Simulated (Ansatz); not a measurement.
The calculation used DFT PBE, scalar-relativistic, plane waves, PAW in Ansatz 0.2.0. The final run on the 12-atom cell used 420 eV, a Γ-centred 12×12×4 mesh, 0.10 eV smearing and no spin polarisation.

Energies over the elements count from the elements' standard structures at the same level (N₂ as a molecule), with no fitted energy shifts.

Q: Suggest a trial structure for a tetragonal metal with formula Ta5AlN6, with a formation energy near −0.87 eV/atom and about 11 Å³ per atom, in a cell of 12 atoms. Its symmetry should be P4/mmm (No. 123).

A: Ta5AlN6, space group P4/mmm (No. 123). Ta on a site of symmetry 4mm is surrounded by 6 N at 2.20–2.25 Å, 8 Ta at 2.96–3.09 Å and 4 Al at 3.14 Å; Ta on a second site of symmetry 4mm has 6 N at 2.19–2.36 Å and 12 Ta at 2.96–3.21 Å; around Al lie 2 N at 1.96 Å, 4 N at 2.18 Å, 4 Al at 3.09 Å and 8 Ta at 3.14 Å; N on a site of symmetry 4mm is surrounded by 6 Ta at 2.14–2.22 Å; 4 more sites not described.

```
CELL_PARAMETERS angstrom
3.08878 0.00000 0.00000
0.00000 3.08878 0.00000
0.00000 0.00000 13.21987
ATOMIC_POSITIONS crystal
Ta 0.00000 0.00000 0.67057
Ta 0.00000 0.00000 0.32943
Ta 0.50000 0.50000 0.17818
Ta 0.00000 0.00000 0.00000
Ta 0.50000 0.50000 0.82182
Al 0.50000 0.50000 0.50000
N 0.00000 0.00000 0.83812
N 0.50000 0.50000 0.64844
N 0.00000 0.00000 0.50000
N 0.50000 0.50000 0.35156
N 0.00000 0.00000 0.16188
N 0.50000 0.50000 0.00000
```

| Item | Value |
| --- | --- |
| Volume per atom | 10.51 Å³ |
| Density | 13.37 g/cm³ |
| Energy over the elements | −0.87 eV/atom |
| Gap on the 12×12×4 mesh of the 12-atom cell | 0 eV (a metal) |

The structure comes from a generated guess, relaxed at this level; another structure or a mixture of phases may lie lower. The answer needn't be unique; the calculation gave this one.

Spin–orbit coupling, which can matter for Ta, is left out. A structure relaxed within its symmetry needn't be a true minimum.
